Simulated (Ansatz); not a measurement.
ZrTa:
```yaml
crystal:
  lattice:
    - [3.44148, 0.00000, 0.00000]
    - [0.00000, 3.44148, 0.00000]
    - [0.00000, 0.00000, 3.44148]
  atoms:
    - { symbol: Ta, position: [0.00000, 0.00000, 0.00000] }
    - { symbol: Zr, position: [0.50000, 0.50000, 0.50000] }
```

Relaxed with PBE. Special points in fractions of this cell's reciprocal vectors: Γ (0.000, 0.000, 0.000); X (0.000, 0.500, 0.000); M (0.500, 0.500, 0.000); R (0.500, 0.500, 0.500).

Q: List the band energies nearest the Fermi level at these points for DFT-PBE in the program Ansatz with PAW potentials.

A: In eV from the Fermi level; about four levels below and three above (degenerate sets whole), none deeper than 8.9 eV; points with the same levels are listed once.

```csv
k,below,above
Γ,-6.56 -3.13 -3.13,0.92 0.92 0.92
X,-3.29 -2.52 -0.92 -0.19,1.10 1.10 1.69 1.69
M,-3.88 -3.18 -1.08 -1.08,1.66 1.66 3.37
R,-0.88 -0.88 -0.88 -0.79 -0.79 -0.79,4.23 4.23 5.28 5.28
```

Space group Pm-3m (CsCl type). The start of the workflow was typed in or built on a structure type; neither database checked (COD, Materials Project) lists it. Whether it is the stable phase at ambient conditions was not checked. The PBE relaxation kept the symmetry of its start; its stability against distortions is not shown here. No spin polarisation was allowed. Its formation energy is positive at this level, so the cell may be metastable or incomplete. Scalar-relativistic: spin–orbit coupling is off unless named, which matters more the heavier the elements.

Potentials: the later of the program's two PAW sets.
